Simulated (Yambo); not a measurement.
Consider the following.

```
CELL_PARAMETERS angstrom
      3.78498     0.00000     0.00000
      0.00000     3.78498     0.00000
      0.00000     0.00000    15.30000
ATOMIC_POSITIONS crystal
  O  0.00000 0.50000 0.00000
  O  0.50000 0.00000 0.00000
  Sn 0.00000 0.00000 0.07655
  Sn 0.50000 0.50000 0.92345
```

Workflow: PBE (stringent potentials; pw.x of Quantum ESPRESSO, ONCV potentials, scalar-relativistic), then G0W0 in Yambo (4×4×1 Γ-centred k mesh, bands 9 to 158 and a 8 Ry block in the screening, 158 bands in G with the Bruneval-Gonze terminator, plasmon pole fitted at 27.2 eV, slab-truncated Coulomb interaction, stochastic integration of W near q = 0).

Q: Give the PBE and G0W0 gaps between the band edges found on this mesh, and say where the edges lie.

A: Edges: (0, 0.25) → M. PBE: 3.19 eV; G0W0: 5.15 eV. The mesh misses an edge: along a dense path the PBE gap is 3.08 eV. Among the k points computed, the smallest G0W0 gap is 5.11 eV, (0, 0.25) → X. Nearest settings tried, and what they do to the gap: 92 bands in G: +15 meV; 92 bands in W, 92 bands in G: +47 meV; 5 Ry block (305 vectors against 591): -67 meV. Not varied: mesh, cell height. So the settings aren't converged at that level. Spin-orbit splittings are left out.

Geometry relaxed with PBEsol.

This is a model layer cut from the bulk structure; whether it is stable on its own was not checked.
